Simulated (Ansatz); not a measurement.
Input:

FeTi4S8:
```
CELL_PARAMETERS angstrom
      6.64721     0.00000     0.00000
     -3.32360     5.75665     0.00000
      0.00000     0.00000     5.48586
ATOMIC_POSITIONS crystal
  S  0.33122 0.16561 0.72949
  S  0.33333 0.66667 0.74189
  S  0.83439 0.16561 0.72949
  S  0.83439 0.66878 0.72949
  Ti 0.00000 0.00000 0.00000
  Ti 0.00000 0.50000 0.00000
  Ti 0.50000 0.00000 0.00000
  Ti 0.50000 0.50000 0.00000
  S  0.16561 0.33122 0.27051
  S  0.16561 0.83439 0.27051
  S  0.66667 0.33333 0.25811
  S  0.66878 0.83439 0.27051
  Fe 0.00000 0.00000 0.50000
```

This is the PBE+D3(BJ)-relaxed structure. Cartesian axes are those of the cell as given.

Question: All from the program Ansatz at the PBE+D3(BJ) level (PAW), unless another level is named. Predict the Debye temperature from the elastic constants.

Answer: 529 K.

Question: Predict the elastic constants (relaxed ions, GPa).

Answer: C11 = 177, C12 = 35.7, C13 = 45.1, C14 = -6.2, C33 = 145, C44 = 69.5.

Space group P-3m1. The cell is a constructed one: a structure type filled with these elements; neither database checked (COD, Materials Project) lists it. COD files the formula under space group No. 12. Whether it is the stable phase at ambient conditions was not checked. The cell was relaxed with PBE+D3(BJ) under the symmetry of its start; whether a distortion lowers the energy is not shown. The workflow began spin-polarised and lost its moments. As this level gives no gap, shear constants depend on the k-mesh and smearing (Fermi–Dirac, 0.1 eV here).

Potentials: the later of the program's two PAW sets.
